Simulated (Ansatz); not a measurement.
## Profile along the Be–Be line in Be (hcp, Mg type)

Be (hcp, Mg type), conventional cell a = b = 2.264 Å, c = 3.564 Å, α = β = 90.00°, γ = 120.00°. The calculation uses the primitive cell of 2 atoms, to which meshes and values per cell refer.

Fields along a shortest Be–Be line of a (1 -1 0 0) plane (2.26 Å), from Be to Be, interpolated on the slice's grid (step about 0.1 Å). Method: r2SCAN (plane waves to 500 eV, PAW, scalar-relativistic; Ansatz, a program for electronic structure). k mesh 23×23×13. Inside the PAW spheres the values are not all-electron values, and peaks at nuclei hang on which shells count as valence. Be was relaxed with its symmetry unable to fall.

```tsv
distance from Be (Å)	valence electron density (e/Å³)	electron localisation function
0.00	0.05	x
0.11	0.06	x
0.23	0.10	x
0.34	0.15	x
0.45	0.20	0.05
0.56	0.24	0.17
0.68	0.26	0.33
0.79	0.26	0.47
0.90	0.26	0.56
1.02	0.26	0.60
1.13	0.26	0.62
1.24	0.26	0.60
1.36	0.26	0.56
1.47	0.26	0.47
1.58	0.26	0.33
1.69	0.24	0.17
1.81	0.20	0.05
1.92	0.15	x
2.03	0.10	x
2.15	0.06	x
2.26	0.05	x
```

x: too close to a nucleus for the ELF to mean much.

Density on the Be–Be line (2.26 Å) at its midpoint: 0.26 e/Å³. ELF at that point: 0.62. ELF maximum in the middle third of the Be–Be line: 0.62, 1.1 Å from Be.
